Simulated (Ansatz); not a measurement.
SrTiO₃:
```xyz
5
Lattice="3.9075 0.0000 0.0000 0.0000 3.9075 0.0000 0.0000 0.0000 3.9075" Properties=species:S:1:pos:R:3 pbc="T T T"
Sr     0.0000     0.0000     0.0000
Ti     1.9538     1.9538     1.9538
O      1.9538     0.0000     1.9538
O      0.0000     1.9538     1.9538
O      1.9538     1.9538     0.0000
```

x, y and z are the axes in which the lattice vectors are written.

**Question.** Give the high-frequency dielectric tensor and the Born effective charge tensors of the independent atoms from DFPT, r²SCAN (plane waves, PAW; program Ansatz).

**Answer.** 
ε∞:
```
5.64  0.00  0.00
0.00  5.64  0.00
0.00  0.00  5.64
```
Z* of atom 1 (Sr), rows: field, columns: displacement, in e:
```
2.52  0.00  0.00
0.00  2.52  0.00
0.00  0.00  2.52
```
Z* of atom 2 (Ti), rows: field, columns: displacement, in e:
```
7.14  0.00  0.00
0.00  7.14  0.00
0.00  0.00  7.14
```
Z* of atom 3 (O), rows: field, columns: displacement, in e:
```
-1.99   0.00   0.00
 0.00  -5.69   0.00
 0.00   0.00  -1.99
```

Static charges for comparison (Bader): Sr1 +1.63, Ti2 +2.34, O3 -1.32 e. Born charges measure polarisation by displacement and can exceed these by far.

Space group Pm-3m (cubic perovskite). Symmetry was held in the r²SCAN relaxation. At this level the phase is dynamically unstable (imaginary phonons). No spin polarisation was allowed. Spin–orbit coupling is left out wherever it is not named.

Potentials: the earlier of the program's two PAW sets.
